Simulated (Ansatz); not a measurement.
This cell of CeO$_{2}$ (fluorite) is off equilibrium:

```xyz
3
Lattice="0.0000 2.6403 2.7459 2.6403 0.0000 2.7459 2.6403 2.6403 0.0000" Properties=species:S:1:pos:R:3 pbc="T T T"
Ce     0.0000     0.0000     0.0000
O      1.3202     1.3202     1.3730
O      3.9605     3.9605     4.1189
```

All values below come from PBEsol (plane waves to 420 eV, PAW, scalar-relativistic; Ansatz, an electronic-structure program). k mesh 11×11×11 (Γ-centred), Fermi-Dirac smearing 0.05 eV. The energy includes the smearing's −TS. Compression counts positive. CeO2 is run without spin polarisation. CeO2 was relaxed with its symmetry unable to fall. The PAW data are Ansatz's earlier set. The f-shell state is unchecked: a lower one may exist.

### Question
Give the stress tensor in GPa and the pressure.

### Answer
```
    8.8      0.0      0.0
    0.0      8.8      0.0
    0.0      0.0     -1.2
```
The pressure, a third of the trace, is 5.5 GPa.

### Question
It is the relaxed cell deformed to V/V₀ = 0.973, (c/a)/(c/a)₀ = 1.040, c along z, fractional positions held. What is its energy relative to the relaxed cell?

### Answer
16.3 meV/atom.

(Under strain, the slope of the energy per volume gives the stress and its curvature an elastic modulus.)
